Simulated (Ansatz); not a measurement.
Zr (bcc (W type), Im-3m), a = b = c = 3.5817 Å, α = β = γ = 90.00°; the cell used has 1 atom.

Relaxed with r²SCAN.

Q: Tabulate the valence density and the electron localisation function along the shortest Zr–Zr contact (3.10 Å), r²SCAN in the plane-wave PAW code Ansatz.

A: 

```tsv
distance from Zr (Å)	density (e/Å³)	ELF
0.31	4.21	0.49
0.47	3.95	0.73
0.62	2.88	0.79
0.78	1.66	0.72
0.93	0.81	0.50
1.09	0.40	0.23
1.24	0.24	0.14
1.40	0.19	0.14
1.55	0.17	0.17
1.71	0.19	0.14
1.86	0.24	0.14
2.02	0.40	0.23
2.17	0.81	0.50
2.33	1.66	0.72
2.48	2.88	0.79
2.64	3.95	0.73
2.79	4.21	0.49
```

The density is the valence pseudo-density with augmentation charge, so density and ELF within about 1 Å of a nucleus are not all-electron values.

This is a known high-temperature phase of the composition, computed here at zero pressure and temperature. The cell was relaxed with r²SCAN under the symmetry of its start. At this level the phase is mechanically unstable. The run is not spin-polarised.

Potentials: the earlier of the program's two PAW sets.
